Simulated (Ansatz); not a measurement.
Electronic bands of the Au (1 1 0) slab, simulated with Ansatz.

Miller indices refer to the conventional cell of Fm-3m (No. 225), a = 4.158 Å, b = 4.158 Å, c = 4.158 Å, α = 90.00°, β = 90.00°, γ = 90.00°.

The slab has 7 planes, was cut to end in Au at the top (+c) and Au at the bottom, and its atoms stand where a relaxation without spin-orbit coupling left them. Listed are levels within 1.2 eV of the Fermi level, the 22 nearest at most. Weights are Löwdin projections on the datasets' atomic orbitals, as shares of the full norm: they are low for levels that spill into the vacuum or into shells that a dataset lacks. Two planes next to each face count as outer, 4 of 7 in all, so a level spread evenly over the slab has a weight near 0.57.

```
CELL_PARAMETERS angstrom
2.94022 0.00000 0.00000
0.00000 4.15809 0.00000
0.00000 0.00000 23.82065
ATOMIC_POSITIONS crystal
Au 0.50000 0.50000 0.31915
Au 0.00000 0.00000 0.37326
Au 0.50000 0.50000 0.43928
Au 0.00000 0.00000 0.50000
Au 0.50000 0.50000 0.56072
Au 0.00000 0.00000 0.62674
Au 0.50000 0.50000 0.68085
```

These are results of DFT PBE, scalar-relativistic, plane waves, PAW (Ansatz 0.2.0), not measurements.

Plane waves to 420 eV, a k mesh through Γ of 12×8×1 on the computed 7-atom cell and Gaussian smearing (0.10 eV); no spin polarisation. The cell repeats along c with a dipole correction in the vacuum.

Run with
```bash
ansatz run input.yaml --threads 4 --pin off --max-ram 9216MiB --backend cpu --events-out ev --progress --plain --runs-dir out
```

72 s on 4 threads of Arm Neoverse V2, with other jobs on the host, peak memory 1.4 GiB

Levels at X (0.500, 0.000), in eV from the Fermi level, with weights (averaged over levels within 1.5 meV, which needn't be degenerate by symmetry):
```json
{"level": "-0.145", "outer two planes of both faces": "0.42"}
{"level": "-0.105", "outer two planes of both faces": "0.14"}
{"level": "0.259", "outer two planes of both faces": "0.86"}
{"level": "0.285", "outer two planes of both faces": "0.54"}
{"level": "0.698", "outer two planes of both faces": "0.60"}
{"level": "1.120", "outer two planes of both faces": "0.38"}
```

Levels at Γ (0.000, 0.000), in eV from the Fermi level, with weights (averaged over levels within 1.5 meV, which needn't be degenerate by symmetry):
| level | outer two planes of both faces |
| --- | --- |
| -1.003 | 0.52 |
| 0.405 | 0.62 |

Levels at Y (0.000, 0.500), in eV from the Fermi level, with weights (averaged over levels within 1.5 meV, which needn't be degenerate by symmetry):
```csv
level,outer two planes of both faces
-0.933,0.36
0.085,0.02
1.016,0.46
```

Levels at S (0.500, 0.500), in eV from the Fermi level, with weights (averaged over levels within 1.5 meV, which needn't be degenerate by symmetry):
```tsv
level	outer two planes of both faces
0.151	0.04
0.306	0.06
```

Bands cross the Fermi level. With 7 planes the outer ones are most of the slab, so weights don't single out surface states. The work function of the top face is 4.99 eV. In a slab this thin the states of the two faces can couple and split. Spin-orbit coupling is left out, which matters for the bands of heavy elements.
